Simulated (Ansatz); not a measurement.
Polymorphs of ZnSnN$_{2}$, each relaxed with plane-wave PAW r²SCAN (Ansatz code):

A: Pna2_1
a = 5.8466 Å, b = 6.7329 Å, c = 5.4740 Å, α = 90.00°, β = 90.00°, γ = 90.00°

```tsv
atom	site	symmetry	x	y	z
Zn	4a	1	0.4173	0.1250	0.4988
Sn	4a	1	0.0881	0.1249	0.9992
N	4a	1	0.0825	0.1256	0.3783
N	4a	1	0.0800	0.6243	0.3737
```

B: R-3m
a = 3.1674 Å, b = 3.1674 Å, c = 15.4506 Å, α = 90.00°, β = 90.00°, γ = 120.00°

```tsv
atom	site	symmetry	x	y	z
Zn	3a	-3m	0.0000	0.0000	0.0000
Sn	3b	-3m	0.0000	0.0000	0.5000
N	6c	3m	0.0000	0.0000	0.2465
```

**Question.** Put the candidates in order of energy per atom at 0 K, lowest first, for r²SCAN.

**Answer.** A (+0 meV/atom), B (+247 meV/atom)

**Question.** Give each one's gap.

**Answer.** A 0.53 eV; B 1.19 eV.

Typed or built starts, not in the databases checked: B. All cells were relaxed under the symmetry of their starts (and spin orders); stability against distortions was not tested throughout. Scalar-relativistic: spin–orbit coupling is off unless named, which matters more the heavier the elements.

Energies hold the estimated change up to a 700 eV cutoff; steps of a few meV lie near the error of the meshes.

Potentials: the later of the program's two PAW sets.
